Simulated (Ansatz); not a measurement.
The relaxed structure here is a generated cell of SiNi: the first start was made by placing the elements on the sites of a structure type, and the end was not matched to a known phase here, so it may be hypothetical. Known forms of SiNi include space group No. 62.

The end point of a relaxation of SiNi. Computed with r2SCAN (plane waves to 500 eV, PAW, scalar-relativistic; Ansatz, an electronic-structure program).

```cif
data_Ni2Si2
_chemical_formula_sum 'Ni2 Si2'
_space_group_name_H-M_alt 'P 1'
_space_group_IT_number 1
_cell_length_a 7.12929
_cell_length_b 7.12929
_cell_length_c 7.12929
_cell_angle_alpha 158.687
_cell_angle_beta 158.687
_cell_angle_gamma 30.321
loop_
_space_group_symop_operation_xyz
  'x, y, z'
loop_
_atom_site_label
_atom_site_type_symbol
_atom_site_fract_x
_atom_site_fract_y
_atom_site_fract_z
_atom_site_occupancy
Ni1 Ni 0.01065 0.01065 0.00000 1
Ni2 Ni 0.76065 0.26065 0.50000 1
Si1 Si 0.40535 0.40535 0.00000 1
Si2 Si 0.15535 0.65535 0.50000 1
```

Problem. Find the space group and the Wyckoff positions (tolerance 0.01 Å).

Solution. Space group I4₁md (No. 109); a = 2.637 Å, b = 2.637 Å, c = 13.762 Å, α = 90.00°, β = 90.00°, γ = 90.00°

| atom | site | symmetry | x | y | z |
|---|---|---|---|---|---|
| Ni | 4a | 2mm. | 0.0000 | 0.0000 | 0.7607 |
| Si | 4a | 2mm. | 0.0000 | 0.0000 | 0.1553 |

Problem. Give the shortest distances between elements (the closest pairs, up to four, under 3.6 Å).

Solution. Ni–Si 2.36 Å; Ni–Ni 2.64 Å; Si–Si 2.64 Å.

```yaml
volume_per_atom: 11.96 Å³
band_gap: no gap (metallic)
magnetic_moment: zero (the starting moments vanished)
```

No spin polarisation in the result: the starting moments vanished. A magnetic state may lie lower.

The run could not lose the symmetry of its start: the end is stationary, and may be a saddle point rather than a minimum.
